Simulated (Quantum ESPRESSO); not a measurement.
Kohn-Sham bands of WC (P-6m2)

```
CELL_PARAMETERS angstrom
      2.91659     0.00000     0.00000
     -1.45829     2.52584     0.00000
      0.00000     0.00000     2.83944
ATOMIC_POSITIONS crystal
  W  0.00000 0.00000 0.00000
  C  0.66667 0.33333 0.50000
```

Cell from Materials Project (mp-1894), symmetrised, no further relaxation. COD (Crystallography Open Database) has an entry of this formula and space group (matched by these alone). Method: PBEsol plane waves in Quantum ESPRESSO 7.5 (PseudoDojo norm-conserving files, 66 Ry, no spin polarisation, no spin-orbit coupling), Bloch states on a 12×12×12 mesh through Γ, Wannier90 4.0.1. Density: 12×12×12 mesh, cold smearing 0.01 Ry. Spin-orbit coupling is left out although heavy elements are present.

Energies are relative to the Fermi level; weights are on the orthonormalised atomic waves of the pseudopotential files, averaged over the group. 18 electrons a cell are treated as valence.

```csv
bands,from (eV),to (eV),filling,weight on atomic waves
1,-73.94,-73.84,filled,(withheld)
2–4,-38.65,-37.76,filled,(withheld)
5,-14.34,-10.24,filled,(withheld)
```

Problem. Which atomic shells make up each group?

Solution. 
- 1, weight on atomic waves: W 5s 95 %
- 2–4, weight on atomic waves: W 5p 98 %
- 5, weight on atomic waves: C 2s 54 %, W 5d 25 %, W 6s 14 %

No gap over 0.05 eV opens at the Fermi level at this level of theory.
